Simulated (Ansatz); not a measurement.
Nb2GaC:
```
Nb2GaC
1.0
    3.13852     0.00000     0.00000
   -1.56926     2.71804     0.00000
    0.00000     0.00000    13.54974
Nb Ga C
4 2 2
Direct
  0.66667   0.33333   0.90989
  0.33333   0.66667   0.09011
  0.33333   0.66667   0.40989
  0.66667   0.33333   0.59011
  0.66667   0.33333   0.25000
  0.33333   0.66667   0.75000
  0.00000   0.00000   0.00000
  0.00000   0.00000   0.50000
```

Relaxed with r²SCAN. Special points in fractions of this cell's reciprocal vectors: Γ (0.000, 0.000, 0.000); M (0.500, 0.000, 0.000); K (0.333, 0.333, 0.000); A (0.000, 0.000, 0.500); L (0.500, 0.000, 0.500); H (0.333, 0.333, 0.500).

Question: List the band energies nearest the Fermi level at these points for DFT-r²SCAN in the program Ansatz with PAW potentials.

Answer: In eV from the Fermi level; about four levels below and three above (degenerate sets whole), none deeper than 8.9 eV; points with the same levels are listed once.

```csv
k,below,above
Γ,-0.44 -0.44 -0.40 -0.40,0.90 0.90 1.10 1.10
M,-3.11 -2.91 -1.78 -1.65,1.25 1.71 1.95
K,-1.79 -1.79 -1.34 -0.01,0.77 0.77 1.81 1.81
A,-0.42 -0.42 -0.42 -0.42,1.00 1.00 1.00 1.00
L,-3.06 -3.06 -1.71 -1.71,1.56 1.56 1.94 1.94
H,-1.68 -1.68 -0.71 -0.71,0.69 0.69 2.21 2.21
```

Space group P6_3/mmc. The first step of the workflow began from a Materials Project structure, measured or hypothetical; the Crystallography Open Database copy checked does not list it. Its standing as an ambient phase is unchecked. The r²SCAN relaxation kept the symmetry of its start; whether a distortion lowers the energy is not shown. No spin polarisation was allowed. Spin–orbit coupling is left out wherever it is not named.

Potentials: the later of the program's two PAW sets.
